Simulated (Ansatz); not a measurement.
The cell below belongs to a search over invented structures; it isn't taken from experiment.

Input and command of a plane-wave DFT calculation in Ansatz:

```yaml
crystal:
  lattice:
    - [3.2713583999, 0.0, 0.0]
    - [-1.6356791999, 2.8330794792, 0.0]
    - [0.0, 0.0, 16.8516677912]
  atoms:
    - { symbol: Mo, position: [0.6666666667, 0.3333333333, 0.7211736893] }
    - { symbol: Mo, position: [0.3333333333, 0.6666666667, 0.2788263107] }
    - { symbol: Se, position: [0.3333333333, 0.6666666667, 0.6208969483] }
    - { symbol: Se, position: [0.3333333333, 0.6666666667, 0.8210526309] }
    - { symbol: Se, position: [0.6666666667, 0.3333333333, 0.3791030517] }
    - { symbol: Se, position: [0.6666666667, 0.3333333333, 0.1789473691] }
    - { symbol: Se, position: [0.0, 0.0, 0.0] }
basis:
  ecutwfc: 420
kpoints:
  mp_grid: { grid: [12, 12, 2] }
hamiltonian:
  xc: pbe
scf:
  occupations: { method: gaussian, width: 0.1 }
output:
  forces: true
  stress: true
  eigenvalues: true
relax:
  adjacent_minimum: "off"
  f_tol: 0.01
  max_steps: 80
  cell: { stress_tol: 0.05 }
```

```bash
ansatz run input.yaml --threads 1 --pin off --max-ram 2560MiB --backend cpu --events-out ev --progress --plain --runs-dir out
```

Processor: Intel(R) Xeon(R) Gold 6455B (Sapphire Rapids), 1 thread, on a host shared with other jobs.

**Question.** How long does it run, and how much memory does it take?

**Answer.** About 2.2 min, peak memory 0.65 GiB. It solves 65 bands at 38 k points (after reduction by symmetry) with about 3349 plane waves (on the last cell), in 101 SCF iterations over 11 ionic steps.
